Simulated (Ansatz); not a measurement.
ZnS (wurtzite)

```yaml
crystal:
  lattice:
    - [3.84511, 0.00000, 0.00000]
    - [-1.92255, 3.32996, 0.00000]
    - [0.00000, 0.00000, 6.30566]
  atoms:
    - { symbol: Zn, position: [0.66667, 0.33333, 0.99985] }
    - { symbol: Zn, position: [0.33333, 0.66667, 0.49985] }
    - { symbol: S, position: [0.66667, 0.33333, 0.62535] }
    - { symbol: S, position: [0.33333, 0.66667, 0.12535] }
```

The volume is varied about the relaxed value V₀ at fixed cell shape. The atoms relax within the cell's symmetry.

These are PBE (plane waves to 420 eV, PAW, scalar-relativistic; Ansatz, an electronic-structure program) values and carry that method's errors. k mesh 10×10×5 (Γ-centred), Fermi-Dirac smearing 0.05 eV. Compression counts positive. ZnS was relaxed with its symmetry unable to fall.

At one point of the scan the stress tensor (GPa) is:

```
  -3.52     0.00     0.00
   0.00    -3.52     0.00
   0.00     0.00    -3.59
```

Task: Which point is it?
A) V/V₀ = 1.060
B) V/V₀ = 1.100
C) V/V₀ = 1.080
D) V/V₀ = 1.040

Result: A, V/V₀ = 1.060

(Under strain, the slope of the energy per volume gives the stress and its curvature an elastic modulus.)
